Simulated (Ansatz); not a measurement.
Geometry optimisation in Ansatz: input, command and trajectory.

```yaml
crystal:
  lattice:
    - [3.8453503781, 0.0, 0.0]
    - [-1.922675189, 3.3301711139, 0.0]
    - [0.0, 0.0, 6.3381122749]
  atoms:
    - { symbol: Mn, position: [0.3333333333, 0.6666666667, 0.3814887491], spin: 2.82 }
    - { symbol: Mn, position: [0.6666666667, 0.3333333333, 0.6185112509], spin: 2.82 }
    - { symbol: Zn, position: [0.0, 0.0, 0.0] }
    - { symbol: As, position: [0.3333333333, 0.6666666667, 0.7572997821] }
    - { symbol: As, position: [0.6666666667, 0.3333333333, 0.2427002179] }
basis:
  ecutwfc: 420
kpoints:
  mp_grid: { grid: [12, 12, 6] }
hamiltonian:
  xc: pbe
scf:
  occupations: { method: gaussian, width: 0.1 }
output:
  forces: true
  stress: true
  eigenvalues: true
  populations: true
magnetization:
  spin_polarized: true
relax:
  adjacent_minimum: "off"
  f_tol: 0.01
  max_steps: 30
  cell: { stress_tol: 0.1, fix: [volume] }
```

```bash
ansatz run input.yaml --threads 1 --pin off --max-ram 2560MiB --backend cpu --events-out ev --progress --plain --runs-dir out
```

All numbers below come from Ansatz 0.2.0, DFT PBE, scalar-relativistic, plane waves, PAW.

The volume is held at 0.94 times that of the relaxed cell.

Of 4 frames 3 are shown, positions in Å and forces in eV/Å; the SCF threshold varies from step to step. Steps run on the plane waves of an earlier cell, with a Pulay correction in the pressure. The basis is chosen afresh for the last frame, the zero of the energies, and at times for earlier ones too; energy and pressure can step there, also at an unchanged geometry. Where two frames share a geometry here, they differ by under 2 meV/atom and 0.3 GPa.

```xyz
5
Lattice="3.8453 0.0000 0.0000 -1.9227 3.3302 0.0000 0.0000 0.0000 6.3381" Properties=species:S:1:pos:R:3:forces:R:3 pbc="T T T" step=1 free_energy_over_end_meV_per_atom=0.26 pressure_GPa=4.13
Mn    0.0000    2.2201    2.4179    0.0000    0.0000    0.0382
Mn    1.9227    1.1101    3.9202    0.0000    0.0000   -0.0382
Zn    0.0000    0.0000    0.0000    0.0000    0.0000    0.0000
As    0.0000    2.2201    4.7999    0.0000    0.0000    0.0997
As    1.9227    1.1101    1.5383    0.0000    0.0000   -0.0997
5
Lattice="3.8484 0.0000 0.0000 -1.9242 3.3329 0.0000 0.0000 0.0000 6.3279" Properties=species:S:1:pos:R:3:forces:R:3 pbc="T T T" step=2 free_energy_over_end_meV_per_atom=0.05 pressure_GPa=4.03
Mn    0.0000    2.2219    2.4148    0.0000    0.0000    0.0158
Mn    1.9242    1.1110    3.9131    0.0000    0.0000   -0.0158
Zn    0.0000    0.0000    0.0000    0.0000    0.0000    0.0000
As    0.0000    2.2219    4.7992    0.0000    0.0000    0.0402
As    1.9242    1.1110    1.5287    0.0000    0.0000   -0.0402
5
Lattice="3.8480 0.0000 0.0000 -1.9240 3.3324 0.0000 0.0000 0.0000 6.3295" Properties=species:S:1:pos:R:3:forces:R:3 pbc="T T T" step=4 free_energy_over_end_meV_per_atom=0.00 pressure_GPa=3.97
Mn    0.0000    2.2216    2.4175    0.0000    0.0000    0.0078
Mn    1.9240    1.1108    3.9120    0.0000    0.0000   -0.0078
Zn    0.0000    0.0000    0.0000    0.0000    0.0000    0.0000
As    0.0000    2.2216    4.8044    0.0000    0.0000    0.0035
As    1.9240    1.1108    1.5251    0.0000    0.0000   -0.0035
```

The run took 4 min on 1 thread of Arm Neoverse V1 (shared host), peak memory 0.8 GiB.

Only parallel moments were tried here.